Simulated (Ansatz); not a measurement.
**Cu (Fm-3m), two-dimensional strain map**

Theory: Ansatz, DFT r2SCAN, scalar-relativistic, plane waves, PAW. The runs took a 500 eV cutoff, a Γ-centred 22×22×22 mesh and Gaussian smearing (0.15 eV). No spin polarisation. Energies are free energies at this smearing, counted from the undisturbed cell; pressure is positive in compression.

The starting cell (as given, not relaxed at this level; it stands at -4.8 GPa):

```xyz
1
Lattice="0.0000 1.8075 1.8075 1.8075 0.0000 1.8075 1.8075 1.8075 0.0000" Properties=species:S:1:pos:R:3 pbc="T T T"
Cu    0.0000    0.0000    0.0000
```

The cell is strained by p along both x and y and by q along z, fractional coordinates fixed. Points are written (p, q).

Energy above the undisturbed cell in meV/atom (a dash: not computed):

```
 p \ q  -0.030  -0.015  0.000  0.015  0.030
-0.030    16.2     6.5    0.9   -1.2    0.3
-0.015    -0.4       –   -5.4      –    2.8
 0.000    -4.5    -3.8    0.0    6.7   16.1
 0.015     2.3       –   15.3      –   38.7
 0.030    18.5       –   39.2      –   69.1
```

Pressure in GPa:

| p \ q | -0.030 | -0.015 | 0.000 | 0.015 | 0.030 |
| --- | --- | --- | --- | --- | --- |
| -0.030 | 11.3 | 8.1 | 5.1 | 2.5 | 0.1 |
| -0.015 | 5.1 | – | -0.3 | – | -4.6 |
| 0.000 | -0.2 | -2.6 | -4.8 | -6.8 | -8.5 |
| 0.015 | -4.6 | – | -8.6 | – | -11.8 |
| 0.030 | -8.4 | – | -11.8 | – | -14.5 |